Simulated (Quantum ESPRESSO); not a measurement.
## Mg2MoAl2AgHf2 (one run as intended and one with a planted mistake)

Simulated, not a measurement. The program is pw.x of Quantum ESPRESSO 7.5 (plane-wave density functional theory). The cell is made up: eight metal atoms on a face-centred cubic lattice, with elements, volume, strain and displacements drawn at random and not relaxed, so it may be unstable or far from any real phase. PseudoDojo standard norm-conserving files set the functional (PBE unless stated); there is no spin polarisation or spin-orbit coupling, the Fermi-Dirac width of 0.25 eV means electrons at about 2900 K, and the masses in the input are unused placeholders. Heavy elements are run without spin-orbit coupling, which real alloys of them have. A spin test at this wide smearing found no moment, but such smearing suppresses magnetism that the real alloy may have.

Intended input:

```
&control calculation='scf', pseudo_dir='./dojo.nc.sr.pbe.v0_5.standard.upf', outdir='./o', disk_io='minimal', tprnfor=.true., tstress=.true. /
&system ibrav=0, nat=8, ntyp=5, nbnd=54, ecutwfc=84.00895049, nosym=.true., tot_charge=0,
 occupations='smearing', smearing='fd', degauss=0.0183746611
/
&electrons conv_thr=1.470e-08, electron_maxstep=70, mixing_beta=0.5 /
ATOMIC_SPECIES
Ag 1.0 Ag.upf
Al 1.0 Al.upf
Hf 1.0 Hf.upf
Mg 1.0 Mg.upf
Mo 1.0 Mo.upf
CELL_PARAMETERS angstrom
0.0 2.112 2.112
0.0 4.2241 -4.2241
-8.4482 -2.112 2.112
ATOMIC_POSITIONS angstrom
Mg -0.0117 0.0254 -0.0709
Mo -4.163 -0.0426 -0.0177
Al -0.0106 2.1036 -2.04
Mg -4.1473 2.1302 -2.0628
Ag -6.3426 0.0278 2.1373
Hf -2.1937 2.1899 -0.0469
Hf -6.3222 2.121 -0.0013
Al -2.0723 4.2338 -2.0607
K_POINTS automatic
8 4 3 1 1 1
```

The log is shortened where brackets say so; the opening notice, blank lines, dates and the lines on written files are dropped, and the path of the files is cut. It prints rydbergs, bohrs and kilobars, and counts compression as positive stress. Its total energy is the free energy E - TS of the whole cell.

Log of the intended run:

```
     Program PWSCF v.7.5
     Parallel version (MPI & OpenMP), running on       4 processor cores
     Number of MPI processes:                 4
     Threads/MPI process:                     1
     [start-up lines left out]
     bravais-lattice index     =            0
     lattice parameter (alat)  =       5.6443  a.u.
     unit-cell volume          =    1017.2294 (a.u.)^3
     number of atoms/cell      =            8
     number of atomic types    =            5
     number of electrons       =        83.00
     number of Kohn-Sham states=           54
     kinetic-energy cutoff     =      84.0090  Ry
     charge density cutoff     =     336.0358  Ry
     scf convergence threshold =      1.5E-08
     mixing beta               =       0.5000
     number of iterations used =            8  plain     mixing
     Exchange-correlation= PBE
                           (   1   4   3   4   0   0   0)
     [axes and pseudopotential details left out]
   Cartesian axes
     site n.     atom                  positions (alat units)
         1        Mg     tau(   1) = (  -0.0039172   0.0085040  -0.0237376  )
         2        Mo     tau(   2) = (  -1.3937905  -0.0142627  -0.0059260  )
         3        Al     tau(   3) = (  -0.0035489   0.7042944  -0.6830009  )
         4        Mg     tau(   4) = (  -1.3885341   0.7132002  -0.6906344  )
         5        Ag     tau(   5) = (  -2.1235301   0.0093076   0.7155773  )
         6        Hf     tau(   6) = (  -0.7344603   0.7331880  -0.0157023  )
         7        Hf     tau(   7) = (  -2.1167000   0.7101200  -0.0004352  )
         8        Al     tau(   8) = (  -0.6938150   1.4174946  -0.6899313  )
     number of k points=    48  Fermi-Dirac smearing, width (Ry)=  0.0184
                       cart. coord. in units 2pi/alat
        k(    1) = (  -0.0810202   0.0883873   0.0000010), wk =   0.0416667
        k(    2) = (   0.1546765   0.0883873   0.0000010), wk =   0.0416667
     [further k points left out]
     Dense  grid:   105953 G-vectors     FFT dimensions: (  36,  72, 100)
     Estimated max dynamical RAM per process >     309.06 MB
     Estimated total dynamical RAM >       1.13 GB
     Initial potential from superposition of free atoms
     starting charge      82.9879, renormalised to      83.0000
     Starting wfcs are   58 randomized atomic wfcs
     total cpu time spent up to now is        7.7 secs
     per-process dynamical memory:   234.2 Mb
     Self-consistent Calculation
     iteration #  1     ecut=    84.01 Ry     beta= 0.50
     Davidson diagonalization with overlap
     ethr =  1.00E-02,  avg # of iterations =  4.3
     total cpu time spent up to now is       24.5 secs
     total energy              =    -922.14327632 Ry
     estimated scf accuracy    <       1.64000518 Ry
     iteration #  2     ecut=    84.01 Ry     beta= 0.50
     Davidson diagonalization with overlap
     ethr =  1.98E-03,  avg # of iterations =  4.4
     total cpu time spent up to now is       41.9 secs
     total energy              =    -921.51333702 Ry
     estimated scf accuracy    <      19.02100605 Ry
     [iterations 3 to 14 left out]
     iteration # 15     ecut=    84.01 Ry     beta= 0.50
     Davidson diagonalization with overlap
     ethr =  6.28E-11,  avg # of iterations =  2.0
     total cpu time spent up to now is      229.4 secs
     total energy              =    -923.07138166 Ry
     estimated scf accuracy    <       0.00000007 Ry
     iteration # 16     ecut=    84.01 Ry     beta= 0.50
     Davidson diagonalization with overlap
     ethr =  6.28E-11,  avg # of iterations =  1.0
     total cpu time spent up to now is      241.5 secs
     End of self-consistent calculation
     [lines on levels left out]
!    total energy              =    -923.07138166 Ry
     estimated scf accuracy    <          8.1E-09 Ry
     smearing contrib. (-TS)   =      -0.09142804 Ry
     internal energy E=F+TS    =    -922.97995362 Ry
     The total energy is F=E-TS. E is the sum of the following terms:
     one-electron contribution =    -543.70617455 Ry
     hartree contribution      =     291.41141734 Ry
     xc contribution           =    -159.98228703 Ry
     ewald contribution        =    -510.70290938 Ry
     convergence has been achieved in  16 iterations
     Forces acting on atoms (cartesian axes, Ry/au):
     atom    1 type  4   force =     0.00103518    0.00111921    0.00747402
     atom    2 type  5   force =     0.00168576    0.01958080   -0.01468530
     atom    3 type  2   force =     0.00886252    0.01082801   -0.01416665
     atom    4 type  4   force =    -0.03567312    0.02949704   -0.03371751
     atom    5 type  1   force =     0.00507355   -0.00575445    0.00239703
     atom    6 type  3   force =     0.02526785   -0.03904567    0.03939386
     atom    7 type  3   force =     0.01236905   -0.03342327    0.03482699
     atom    8 type  2   force =    -0.01862079    0.01719832   -0.02152243
     Total force =     0.108187     Total SCF correction =     0.000427
     Computing stress (Cartesian axis) and pressure
          total   stress  (Ry/bohr**3)                   (kbar)     P=       11.93
   0.00004577  -0.00004732   0.00005931            6.73       -6.96        8.72
  -0.00004732   0.00009617   0.00002631           -6.96       14.15        3.87
   0.00005931   0.00002631   0.00010135            8.72        3.87       14.91
     init_run     :      7.26s CPU      7.49s WALL (       1 calls)
     electrons    :    232.85s CPU    233.90s WALL (       1 calls)
     forces       :      2.10s CPU      2.13s WALL (       1 calls)
     stress       :      7.63s CPU      7.63s WALL (       1 calls)
     [timing details left out]
     PWSCF        :   4m10.02s CPU   4m11.42s WALL
     JOB DONE.
```

A second run has one planted mistake: the files are those of another functional. The input lines that differ:

```
- &control calculation='scf', pseudo_dir='./dojo.nc.sr.pbe.v0_5.standard.upf', outdir='./o', disk_io='minimal', tprnfor=.true., tstress=.true. /
+ &control calculation='scf', pseudo_dir='./dojo.nc.sr.pbesol.v0_4_1.standard.upf', outdir='./o', disk_io='minimal', tprnfor=.true., tstress=.true. /
```

Its log:

```
     Program PWSCF v.7.5
     Parallel version (MPI & OpenMP), running on       4 processor cores
     Number of MPI processes:                 4
     Threads/MPI process:                     1
     [start-up lines left out]
     bravais-lattice index     =            0
     lattice parameter (alat)  =       5.6443  a.u.
     unit-cell volume          =    1017.2294 (a.u.)^3
     number of atoms/cell      =            8
     number of atomic types    =            5
     number of electrons       =        83.00
     number of Kohn-Sham states=           54
     kinetic-energy cutoff     =      84.0090  Ry
     charge density cutoff     =     336.0358  Ry
     scf convergence threshold =      1.5E-08
     mixing beta               =       0.5000
     number of iterations used =            8  plain     mixing
     Exchange-correlation= PBESOL
                           (   1   4  10   8   0   0   0)
     [axes and pseudopotential details left out]
   Cartesian axes
     site n.     atom                  positions (alat units)
         1        Mg     tau(   1) = (  -0.0039172   0.0085040  -0.0237376  )
         2        Mo     tau(   2) = (  -1.3937905  -0.0142627  -0.0059260  )
         3        Al     tau(   3) = (  -0.0035489   0.7042944  -0.6830009  )
         4        Mg     tau(   4) = (  -1.3885341   0.7132002  -0.6906344  )
         5        Ag     tau(   5) = (  -2.1235301   0.0093076   0.7155773  )
         6        Hf     tau(   6) = (  -0.7344603   0.7331880  -0.0157023  )
         7        Hf     tau(   7) = (  -2.1167000   0.7101200  -0.0004352  )
         8        Al     tau(   8) = (  -0.6938150   1.4174946  -0.6899313  )
     number of k points=    48  Fermi-Dirac smearing, width (Ry)=  0.0184
                       cart. coord. in units 2pi/alat
        k(    1) = (  -0.0810202   0.0883873   0.0000010), wk =   0.0416667
        k(    2) = (   0.1546765   0.0883873   0.0000010), wk =   0.0416667
     [further k points left out]
     Dense  grid:   105953 G-vectors     FFT dimensions: (  36,  72, 100)
     Estimated max dynamical RAM per process >     309.06 MB
     Estimated total dynamical RAM >       1.13 GB
     Initial potential from superposition of free atoms
     starting charge      82.9887, renormalised to      83.0000
     Starting wfcs are   58 randomized atomic wfcs
     total cpu time spent up to now is        7.6 secs
     per-process dynamical memory:   234.2 Mb
     Self-consistent Calculation
     iteration #  1     ecut=    84.01 Ry     beta= 0.50
     Davidson diagonalization with overlap
     ethr =  1.00E-02,  avg # of iterations =  4.2
     total cpu time spent up to now is       24.4 secs
     total energy              =    -921.36152466 Ry
     estimated scf accuracy    <       1.71458025 Ry
     iteration #  2     ecut=    84.01 Ry     beta= 0.50
     Davidson diagonalization with overlap
     ethr =  2.07E-03,  avg # of iterations =  4.2
     total cpu time spent up to now is       41.8 secs
     total energy              =    -920.73497595 Ry
     estimated scf accuracy    <      19.50723374 Ry
     [iterations 3 to 14 left out]
     iteration # 15     ecut=    84.01 Ry     beta= 0.50
     Davidson diagonalization with overlap
     ethr =  5.45E-11,  avg # of iterations =  2.0
     total cpu time spent up to now is      228.5 secs
     total energy              =    -922.33457021 Ry
     estimated scf accuracy    <       0.00000004 Ry
     iteration # 16     ecut=    84.01 Ry     beta= 0.50
     Davidson diagonalization with overlap
     ethr =  5.04E-11,  avg # of iterations =  1.0
     total cpu time spent up to now is      240.6 secs
     End of self-consistent calculation
     [lines on levels left out]
!    total energy              =    -922.33457021 Ry
     estimated scf accuracy    <       0.00000001 Ry
     smearing contrib. (-TS)   =      -0.09177924 Ry
     internal energy E=F+TS    =    -922.24279097 Ry
     The total energy is F=E-TS. E is the sum of the following terms:
     one-electron contribution =    -544.13255383 Ry
     hartree contribution      =     291.09383595 Ry
     xc contribution           =    -158.50116372 Ry
     ewald contribution        =    -510.70290938 Ry
     convergence has been achieved in  16 iterations
     Forces acting on atoms (cartesian axes, Ry/au):
     atom    1 type  4   force =     0.00311748    0.00212716    0.00623447
     atom    2 type  5   force =    -0.00066611    0.02108598   -0.01688393
     atom    3 type  2   force =     0.01112549    0.00939226   -0.01262125
     atom    4 type  4   force =    -0.03641062    0.02881645   -0.03301161
     atom    5 type  1   force =     0.00693470   -0.00403476    0.00088649
     atom    6 type  3   force =     0.02093011   -0.03990050    0.04053810
     atom    7 type  3   force =     0.01569007   -0.03499739    0.03659863
     atom    8 type  2   force =    -0.02072112    0.01751082   -0.02174089
     Total force =     0.110264     Total SCF correction =     0.000497
     Computing stress (Cartesian axis) and pressure
          total   stress  (Ry/bohr**3)                   (kbar)     P=      -20.75
  -0.00016672  -0.00004963   0.00006156          -24.53       -7.30        9.06
  -0.00004963  -0.00013003   0.00001521           -7.30      -19.13        2.24
   0.00006156   0.00001521  -0.00012638            9.06        2.24      -18.59
     init_run     :      7.17s CPU      7.45s WALL (       1 calls)
     electrons    :    231.93s CPU    232.97s WALL (       1 calls)
     forces       :      2.09s CPU      2.13s WALL (       1 calls)
     stress       :      7.76s CPU      7.76s WALL (       1 calls)
     [timing details left out]
     PWSCF        :   4m 9.14s CPU   4m10.58s WALL
     JOB DONE.
```

|  | intended run | run with the mistake |
| --- | --- | --- |
| free energy (eV) | -12559.026 | -12549.001 |
| entropy term -TS, part of it (eV) | -1.244 | -1.249 |
| pressure (GPa) | 1.19 | -2.07 |
| size of the largest force component (eV/Å) | 1.013 | 1.042 |
| largest change of a force component (eV/Å) |  | 0.112 |
| iterations | 16 | 16 |

For scale, a rerun of the intended cell at a higher cutoff and on a denser mesh moved values by no more than 0.005 eV in energy, 0.08 GPa in stress and 0.008 eV/Å in force, and a second program with other atomic files agreed on that cell to 2 % rms in force and 0.5 GPa in pressure. Files of another functional or element have another zero of energy, so the energy change says nothing on stability.